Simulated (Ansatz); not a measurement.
Task: Name crystals whose computed values (LDA (plane waves, PAW; program Ansatz)) fall in these windows: highest Γ mode, no LO–TO term (cm⁻¹) 2200 to 2900; G_Hill (GPa) 11 to 13; Θ_D (K) 560 to 750.

Result: 

| crystal | highest Γ mode, no LO–TO term (cm⁻¹) | G_Hill (GPa) | Θ_D (K) |
|---|---|---|---|
| LiBH4, Ama2 (Pearson symbol oS24) | 2456 | 12.1 | 657 |
Others may fit too.

Standing as an ambient phase not checked: LiBH4, Ama2 (Pearson symbol oS24). The cell was relaxed under the symmetry of its start.

Potentials: the later of the program's two PAW sets.
